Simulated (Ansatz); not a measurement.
## CaMg$_{3}$O$_{4}$: from a migration barrier to a jump rate

All numbers below come from DFT PBEsol, scalar-relativistic, plane waves, PAW in Ansatz 0.2.0. Cutoff 420 eV, Γ-centred 4×4×4 k-points, Gaussian smearing of 0.05 eV. No spin polarisation.

In a supercell of 16 sites an atom of Mg jumps into a neighbouring Mg vacancy, a = 3.11 Å from site to site in the perfect crystal, with a cell charge of -2 (uniform background, no finite-size correction). A nudged elastic band with 5 inner images puts the highest image 1.260 eV above the start and 1.260 eV above the end. Take it as the barrier; the order of the saddle wasn't checked, and the cell is small.

Problem. With an assumed attempt frequency of 10¹³ s⁻¹, how often does the jump happen, and how fast does the vacancy diffuse?

Solution. Transition-state theory gives Γ = ν exp(−E/k_BT), and one such jump direction contributes Γa²/6 to the vacancy's diffusion coefficient averaged over directions:

| T (K) | E/k_BT | Γ (1/s) | Γa²/6 (cm²/s) |
| --- | --- | --- | --- |
| 300 | 48.7 | 6.9 × 10^-9 | 1.1 × 10^-24 |
| 600 | 24.4 | 2.6 × 10^2 | 4.2 × 10^-14 |
| 1000 | 14.6 | 4.5 × 10^6 | 7.2 × 10^-10 |
| 1500 | 9.7 | 5.9 × 10^8 | 9.5 × 10^-8 |

The rate reaches one jump a second at T = E/(k_B ln 10¹³) = 488 K. The number of equivalent jumps multiplies D if they link up through the crystal; a hop between two sites alone gives no long-range diffusion, which then waits on a higher barrier. In either case the atoms' own diffusion carries the vacancy concentration and a correlation factor besides. Rows above the melting point are formal, and so are rows where E/k_BT falls under about 3, since the theory needs rare jumps.

Problem. How much does an error of 0.1 eV in the barrier matter?

Solution. It multiplies the rate by exp(0.1 eV/k_BT): 48 at 300 K and 3.2 at 1000 K, more than the usual doubt about ν at low temperature.

Cost: 1 run of about 14 core-minutes, on Intel Xeon Platinum 8488C (Sapphire Rapids) (shared hosts).